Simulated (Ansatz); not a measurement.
Given:

RuS$_{2}$:
```
RuS2
1.0
    5.64904     0.00000     0.00000
    0.00000     5.64904     0.00000
    0.00000     0.00000     5.64904
Ru S
4 8
Direct
  0.00000   0.50000   0.50000
  0.50000   0.50000   0.00000
  0.50000   0.00000   0.50000
  0.00000   0.00000   0.00000
  0.38668   0.11332   0.88668
  0.61332   0.88668   0.11332
  0.11332   0.88668   0.38668
  0.88668   0.11332   0.61332
  0.88668   0.38668   0.11332
  0.11332   0.61332   0.88668
  0.61332   0.61332   0.61332
  0.38668   0.38668   0.38668
```

This is the PBE-relaxed structure.

All from DFT-PBE in the program Ansatz with PAW potentials, unless another level is named. Estimate the smallest direct gap on the standard path.

0.81 eV.

Next, the band gap?

0.57 eV (indirect).

And the valence-band maximum?

on the Γ–X line, 89 % of the way from Γ.

Predict the conduction-band minimum.

at Γ.

Space group Pa-3. The PBE relaxation kept the symmetry of its start. No spin polarisation was allowed. Scalar-relativistic: spin–orbit coupling is off unless named, which matters more the heavier the elements.

Potentials: the later of the program's two PAW sets.
